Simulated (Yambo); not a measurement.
BeSe (zinc blende, space group F-43m, No. 216): the exchange self-energy on PBEsol orbitals (Yambo, 6×6×6 mesh) holds the Coulomb divergence, which is integrated with random points (RandQpts).

```csv
random points,exchange-only gap Γ → X (eV),shift of the valence edge (eV),gap against the reference (meV)
"1,000",10.18,-3.55,100
"10,000",10.00,-3.31,-79
"100,000",10.10,-3.46,20
"1,000,000",10.09,-3.45,12
"5,000,000",10.08,-3.43,reference
```

From 1,000,000 points on, the gap stays within 20 meV of the run with most points. The error is statistical; each row is a single draw, so the rows fix no rate of convergence.

Spin-orbit coupling is not included.

Geometry relaxed with PBEsol; primitive cell a = 3.6276 Å, b = 3.6276 Å, c = 3.6276 Å, α = 60.00°, β = 60.00°, γ = 60.00°.

A shift is the quasiparticle energy of the state minus its PBEsol energy.
